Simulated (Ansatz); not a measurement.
Relaxed SiC (wurtzite):

```
SiC
1.0
    3.09195     0.00000     0.00000
   -1.54598     2.67771     0.00000
    0.00000     0.00000     5.07427
Si C
2 2
Direct
  0.66667   0.33333   0.00052
  0.33333   0.66667   0.50052
  0.66667   0.33333   0.62468
  0.33333   0.66667   0.12468
```

In each cell atom 4 (C, nearest neighbour Si at 1.893 Å; its periodic images, 3.1 Å or more away, move with it) moves by s·(0.577, 0.577, 0.577) (along Cartesian [111]), the rest being held.

These are PBE (plane waves to 420 eV, PAW, scalar-relativistic; Ansatz, an electronic-structure program) values and carry that method's errors. k mesh 10×10×5 (Γ-centred), Fermi-Dirac smearing 0.05 eV. E stands for the smeared free energy. Left out: 1 of 11 points, with atoms too close for the PAW data. SiC was relaxed with its symmetry unable to fall. ΔE is measured from the undisplaced structure.

| s (Å) | ΔE (meV/cell) |
|---|---|
| -0.456 | 3287 |
| -0.342 | 1634 |
| -0.228 | 648 |
| -0.114 | 146 |
| 0.000 | 0 |
| 0.114 | 120 |
| 0.228 | 436 |
| 0.342 | 896 |
| 0.456 | 1458 |
| 0.570 | 2085 |

Problem. What force constant k = d²E/ds² at s = 0 does the table give?

Solution. 20 eV/Å². It is the second difference of the nearest points, corrected with the next pair.

Problem. With k = 20.26 eV/Å² from the forces, is the well harmonic out to s = 0.570 Å?

Solution. ½ks² = 3291 meV/cell against the computed 2085 meV/cell, so the well is softer than harmonic there.

(For displaced atoms, the force is minus the slope of the energy, and its curvature is a force constant, which sets phonon frequencies.)
